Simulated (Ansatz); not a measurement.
## Y (diamond): energy against volume

Method: Ansatz, DFT, r2SCAN, plane waves (500 eV) with PAW, scalar-relativistic. The PAW files were generated under PBE, with cores re-solved for the functional.

The cell is scaled uniformly from the relaxed one, with fractional coordinates and shape fixed. Energies are extrapolated to zero smearing, pressures are those at the given smearing. Magnetic state: spin not included.

A Birch-Murnaghan fit gives V₀ = 41.46 Å³/atom, B₀ = 11.7 GPa, B₀′ = -2.9.

What are the energy above the minimum and the pressure at 36.271 Å³/atom?

20.0 meV/atom and 1.19 GPa as computed.

What are the energy above the minimum and the pressure at 39.569 Å³/atom?

3.1 meV/atom and 0.48 GPa as computed.

What are the energy above the minimum and the pressure at 44.515 Å³/atom?

8.8 meV/atom and -0.73 GPa as computed.
